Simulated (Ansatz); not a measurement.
Relaxed ZnSe (zinc blende):

```xyz
2
Lattice="0.0000 2.8327 2.8327 2.8327 0.0000 2.8327 2.8327 2.8327 0.0000" Properties=species:S:1:pos:R:3 pbc="T T T"
Se     4.2491     4.2491     4.2491
Zn     0.0000     0.0000     0.0000
```

Scan: atom 2 (Zn, nearest neighbour Se at 2.453 Å; its periodic images, 4.0 Å or more away, move with it) is displaced along Cartesian x, direction (1.000, 0.000, 0.000) in Cartesian axes, by s. The other atoms stay.

Level of theory: r2SCAN (plane waves to 500 eV, PAW, scalar-relativistic; Ansatz, a program for electronic structure). k mesh 8×8×8 (Γ-centred), Fermi-Dirac smearing 0.05 eV. E stands for the smeared free energy. ZnSe was relaxed with its symmetry unable to fall. The zero of ΔE is the undisplaced structure.

Task: Predict the ΔE (eV/cell) at s (Å) = -0.444, -0.296, -0.148, 0.148, 0.296, 0.444, 0.592, 0.740.

Result: 
```json
[
 {"s (Å)": "-0.444", "ΔE (eV/cell)": "0.513"},
 {"s (Å)": "-0.296", "ΔE (eV/cell)": "0.235"},
 {"s (Å)": "-0.148", "ΔE (eV/cell)": "0.060"},
 {"s (Å)": "0.148", "ΔE (eV/cell)": "0.060"},
 {"s (Å)": "0.296", "ΔE (eV/cell)": "0.235"},
 {"s (Å)": "0.444", "ΔE (eV/cell)": "0.513"},
 {"s (Å)": "0.592", "ΔE (eV/cell)": "0.872"},
 {"s (Å)": "0.740", "ΔE (eV/cell)": "1.284"}
]
```

(A displaced cell: forces are minus the slopes of the energy, force constants its curvatures, and phonons follow from these.)
